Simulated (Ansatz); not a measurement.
What strain does to Ge (diamond)

Ge in the diamond structure, relaxed with r2SCAN in Ansatz. The symmetry is Fd-3m (No. 227, cubic); conventional cell a = 5.674 Å, 22.83 Å³ an atom. Ge has 4 Ge at 2.46 Å.

The axes x, y and z are those of this cell:
```
Ge
1.0
     0.00000    2.83687    2.83687
     2.83687    0.00000    2.83687
     2.83687    2.83687    0.00000
Ge
2
Direct
  0.00000 0.00000 0.00000
  0.25000 0.25000 0.25000
```

Unstrained: The r2SCAN gap is direct at Γ: 0.362 eV. With HSE06 the valence top lies at Γ and the conduction bottom at L, 0.776 eV higher; the smallest vertical gap, at Γ, is 0.779 eV. Least and direct gap differ so little that the kind isn't settled. A second conduction valley, at Γ, lies only 3 meV higher, so their order isn't settled. Meshes: r2SCAN 8×8×8, HSE06 6×6×6. Strains are changes of length per length. After each strain the atoms were relaxed again with r2SCAN within the symmetry that the strain leaves, so tilts or polar shifts that break it weren't tested; points keep the names that they have in the unstrained zone. (Simulation; spin polarisation is off.)

Changes of the least gap in eV (an overlap counts as a negative gap):
```tsv
strain	volume change (%)	space group	r2SCAN	HSE06	energy rise, r2SCAN (meV/atom)
epitaxial -4.0 % in the plane normal to [111], free normal strain +1.45 %	-6.5	R-3m	-0.139	-0.196	45.2
epitaxial -3.0 % in the plane normal to [111], free normal strain +1.05 %	-4.9	R-3m	-0.061	-0.123	24.8
epitaxial -2.0 % in the plane normal to [111], free normal strain +0.69 %	-3.3	R-3m	-0.006	-0.071	10.7
epitaxial -1.0 % in the plane normal to [111], free normal strain +0.36 %	-1.6	R-3m	+0.037	-0.033	2.6
epitaxial +1.0 % in the plane normal to [111], free normal strain -0.34 %	+1.7	R-3m	-0.240	-0.273	2.5
epitaxial +2.0 % in the plane normal to [111], free normal strain -0.62 %	+3.4	R-3m	-0.424	-0.523	9.5
epitaxial +3.0 % in the plane normal to [111], free normal strain -0.96 %	+5.1	R-3m	-0.639	–	20.5
epitaxial +4.0 % in the plane normal to [111], free normal strain -1.43 %	+6.6	R-3m	-0.866	–	35.1
```

Epitaxial -4.0 % in the plane normal to [111], free normal strain +1.45 %. r2SCAN: the gap goes from 0.362 to 0.223 eV (-0.139 eV); it turns from direct (Γ) to indirect (Γ → L [(0, 0, 1/2)]); the L points, equivalent before, split by 909 meV, and the conduction bottom lies at those like (0, 0, 1/2). HSE06: the gap goes from 0.776 to 0.580 eV (-0.196 eV); the L points, equivalent before, split by 906 meV, and the conduction bottom lies at those like (0, 0, 1/2); with r2SCAN the top three valence levels at Γ, degenerate before, become 2+1 from the top over 611 meV. Stress change with r2SCAN, compression positive: xx +5.71, yy +5.71, zz +5.71, xy -2.85, xz -2.85, yz -2.85 GPa.

Epitaxial -3.0 % in the plane normal to [111], free normal strain +1.05 %. r2SCAN: the gap goes from 0.362 to 0.301 eV (-0.061 eV); it turns from direct (Γ) to indirect (Γ → L [(0, 0, 1/2)]); the L points, equivalent before, split by 652 meV, and the conduction bottom lies at those like (0, 0, 1/2). HSE06: the gap goes from 0.776 to 0.653 eV (-0.123 eV); the L points, equivalent before, split by 651 meV, and the conduction bottom lies at those like (0, 0, 1/2); with r2SCAN the top three valence levels at Γ, degenerate before, become 2+1 from the top over 417 meV. Stress change with r2SCAN, compression positive: xx +4.12, yy +4.12, zz +4.12, xy -2.05, xz -2.05, yz -2.05 GPa.

Epitaxial -2.0 % in the plane normal to [111], free normal strain +0.69 %. r2SCAN: the gap goes from 0.362 to 0.356 eV (-0.006 eV); it turns from direct (Γ) to indirect (Γ → L [(0, 0, 1/2)]); the L points, equivalent before, split by 420 meV, and the conduction bottom lies at those like (0, 0, 1/2). HSE06: the gap goes from 0.776 to 0.705 eV (-0.071 eV); the L points, equivalent before, split by 420 meV, and the conduction bottom lies at those like (0, 0, 1/2); with r2SCAN the top three valence levels at Γ, degenerate before, become 2+1 from the top over 260 meV. Stress change with r2SCAN, compression positive: xx +2.62, yy +2.62, zz +2.62, xy -1.31, xz -1.31, yz -1.31 GPa.

Epitaxial -1.0 % in the plane normal to [111], free normal strain +0.36 %. r2SCAN: the gap goes from 0.362 to 0.399 eV (+0.037 eV); it turns from direct (Γ) to indirect (Γ → L [(0, 0, -1/2)]). HSE06: the gap goes from 0.776 to 0.743 eV (-0.033 eV); with r2SCAN the top three valence levels at Γ, degenerate before, become 2+1 from the top over 124 meV. Stress change with r2SCAN, compression positive: xx +1.23, yy +1.23, zz +1.23, xy -0.63, xz -0.63, yz -0.63 GPa.

Epitaxial +1.0 % in the plane normal to [111], free normal strain -0.34 %. HSE06: the gap goes from 0.776 to 0.503 eV (-0.273 eV); with r2SCAN the top three valence levels at Γ, degenerate before, become 1+2 from the top over 105 meV. Stress change with r2SCAN, compression positive: xx -1.13, yy -1.13, zz -1.13, xy +0.57, xz +0.57, yz +0.57 GPa.

Epitaxial +2.0 % in the plane normal to [111], free normal strain -0.62 %. r2SCAN: gap 0.36 before, none (overlap 0.06) after (eV); it has closed. HSE06: the gap goes from 0.776 to 0.253 eV (-0.523 eV). Stress change with r2SCAN, compression positive: xx -2.09, yy -2.09, zz -2.09, xy +1.04, xz +1.04, yz +1.04 GPa.

Epitaxial +3.0 % in the plane normal to [111], free normal strain -0.96 %. r2SCAN: gap 0.36 before, none (overlap 0.28) after (eV); it has closed. Stress change with r2SCAN, compression positive: xx -2.95, yy -2.95, zz -2.95, xy +1.48, xz +1.48, yz +1.48 GPa.

Epitaxial +4.0 % in the plane normal to [111], free normal strain -1.43 %. r2SCAN: gap 0.36 before, none (overlap 0.50) after (eV); it has closed. Stress change with r2SCAN, compression positive: xx -3.64, yy -3.64, zz -3.64, xy +1.84, xz +1.84, yz +1.84 GPa.

The runs are scalar-relativistic, without spin-orbit coupling.

Overlapping bands make a metal at that level, for which these meshes are coarse; small forces, stresses and energy differences are uncertain.

The meshes of the hybrids are coarse, so their gaps aren't converged to the digits shown.

The splittings at Γ are without spin-orbit coupling, which regroups them where it is of like size or larger.
